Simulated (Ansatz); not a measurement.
Ta2Si:
```
Ta2Si
1.0
   -3.04550     3.04550     2.50544
    3.04550    -3.04550     2.50544
    3.04550     3.04550    -2.50544
Ta Si
4 2
Direct
  0.66289   0.83711   0.50000
  0.33711   0.16289   0.50000
  0.83711   0.33711   0.17423
  0.16289   0.66289   0.82577
  0.25000   0.25000   0.00000
  0.75000   0.75000   0.00000
```

This is the LDA-relaxed structure.

Question: All from LDA in the plane-wave PAW code Ansatz, unless another level is named. Predict the bulk modulus (Birch–Murnaghan fit).

Answer: 235 GPa.

Question: And the highest zone-centre frequency?

Answer: 54.6 meV.

Space group I4/mcm. The workflow started from a Materials Project entry (that database holds measured and hypothetical structures alike); the Crystallography Open Database copy checked does not list it. Its standing as an ambient phase is unchecked. The LDA relaxation kept the symmetry of its start; of distortions, only those at the zone centre were tested. No spin polarisation was allowed. Scalar-relativistic: spin–orbit coupling is off unless named, which matters more the heavier the elements.

Potentials: the later of the program's two PAW sets.
